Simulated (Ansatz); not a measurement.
**LaOs$_{2}$: computed property card**

LaOs2:
```
CELL_PARAMETERS angstrom
      0.00000     3.86231     3.86231
      3.86231     0.00000     3.86231
      3.86231     3.86231     0.00000
ATOMIC_POSITIONS crystal
  La 0.50000 0.50000 0.50000
  La 0.75000 0.75000 0.75000
  Os 0.12500 0.12500 0.12500
  Os 0.62500 0.12500 0.12500
  Os 0.12500 0.12500 0.62500
  Os 0.12500 0.62500 0.12500
```

Space group Fd-3m (No. 227), cubic Laves (MgCu2 type); conventional cell a = b = c = 7.7246 Å, α = β = γ = 90.00°.

Method: DFT-r²SCAN in the program Ansatz with PAW potentials. The cell and atoms are relaxed at this level. Other levels are named where they apply.

### Cell and energy

```
Quantity                                                       Result
-----------------------------------------------------  --------------
Volume per atom                                              19.21 Å³
Density                                                   14.97 g/cm³
Formation energy from the elements (no fitted shifts)  -0.029 eV/atom
```

### Electronic structure

```
Item                                                                       Result
------------------------------------  -------------------------------------------
Electronic character                                            metallic (no gap)
Density of states at the Fermi level  1.0 states/eV per atom (mean over ±0.08 eV)
Gap with spin–orbit coupling                                      none (metallic)
```

### Mechanics

```
Quantity                               Result
----------------------------------  ---------
Bulk modulus (Birch–Murnaghan fit)  1910 kbar
Pressure derivative B′                    4.3
```

### Charges

```
Property                     Result
-------------  --------------------
Bader charges  La +1.41, Os -0.70 e
```

The workflow started from an entry of the Crystallography Open Database (COD). Whether it is the stable phase at ambient conditions was not checked. Symmetry was held in the r²SCAN relaxation; its stability against distortions is not shown here. The run is not spin-polarised. The references are the lowest solids computed at this level, not always the standard phases. Spin–orbit coupling is left out wherever it is not named.

Potentials: the later of the program's two PAW sets.
